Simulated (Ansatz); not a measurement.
# Cancellation of cutoff errors in TiZn3

These are results of DFT PBEsol, scalar-relativistic, plane waves, PAW (Ansatz), not measurements.

```
CELL_PARAMETERS angstrom
3.93220 0.00000 0.00000
0.00000 3.93220 0.00000
0.00000 0.00000 3.93220
ATOMIC_POSITIONS crystal
Ti 0.00000 0.00000 0.00000
Zn 0.00000 0.50000 0.50000
Zn 0.50000 0.00000 0.50000
Zn 0.50000 0.50000 0.00000
```

```json
{"Γ-centred k-mesh": "10×10×10", "occupation rule": "Gaussian smearing, 0.1 eV", "spin treatment": "unpolarised"}
```

A second cell has all atoms moved and the lattice slightly strained:

```yaml
crystal:
  lattice:
    - [3.98824, -0.03413, -0.00870]
    - [-0.03413, 3.97942, 0.00594]
    - [-0.00870, 0.00594, 3.95394]
  atoms:
    - { symbol: Ti, position: [0.99299, 0.99210, 0.99667] }
    - { symbol: Zn, position: [0.99168, 0.50305, 0.50903] }
    - { symbol: Zn, position: [0.48988, 0.99441, 0.50440] }
    - { symbol: Zn, position: [0.49334, 0.47676, 0.00353] }
```

It ran on a 8×8×8 mesh, another than the first cell's, which shifts the difference by nearly the same amount at every cutoff. Both were run at several values of the cutoff; energies per atom at zero smearing, errors against the largest value (420 eV), which isn't proved converged itself.

```tsv
cutoff	error, first cell (meV)	error, second cell (meV)
250 eV	1122.21	1106.53
300 eV	119.55	118.34
350 eV	8.03	8.03
```

At the largest value the second cell lies 27.28 meV/atom above the first. What is the error of that difference at each value, and where does each quantity come within 1 meV/atom?

The error of the difference is the second cell's error less the first's:
```csv
cutoff,difference (meV),its error (meV)
250 eV,11.61,-15.68
300 eV,26.08,-1.20
350 eV,27.28,0.00
```

No value below the largest brings the first cell's total energy within 1 meV/atom, while the difference is there from 350 eV on. Most of the error cancels, by a factor of about 99 in the median. A missing short wave mostly misdescribes the region near each nucleus, which both cells share; what doesn't cancel comes largely from the change of volume and bonding.